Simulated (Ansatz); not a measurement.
Suppose In3Se takes space group Pm-3m (No. 221), with In on 3c; Se on 1a.

Level of theory: DFT PBE, scalar-relativistic, plane waves, PAW (Ansatz 0.2.0). Cutoff 420 eV, Γ-centred mesh, Gaussian smearing, no spin polarisation.

Energies over the elements count from the elements' standard structures at the same level, with no fitted energy shifts.

Task: Predict the relaxed structure.

Result:

Space group Pm-3m (No. 221). a = 4.788 Å, b = 4.788 Å, c = 4.788 Å, α = 90.00°, β = 90.00°, γ = 90.00°
```json
{"atom": "In", "site": "3c", "symmetry": "4/mm.m", "x": "0.0000", "y": "0.5000", "z": "0.5000"}
{"atom": "Se", "site": "1a", "symmetry": "m-3m", "x": "0.0000", "y": "0.0000", "z": "0.0000"}
```

Around In lie 4 Se at 3.39 Å and 8 In at 3.39 Å; Se is surrounded by 12 In at 3.39 Å.

Task: And its energy and gap?

Result: The formation energy is −0.12 eV/atom and the gap on the 10×10×10 mesh of the 4-atom cell is 0 eV (a metal). A negative formation energy is needed for stability but isn't enough: competing phases decide.

The last run used Gaussian smearing of 0.10 eV. An odd number of electrons in the primitive cell allows no gap without spin; a larger cell or a magnetic state could open one. The reference form of Se is held partly by dispersion forces, which this level lacks. A structure relaxed within its symmetry needn't be a true minimum.
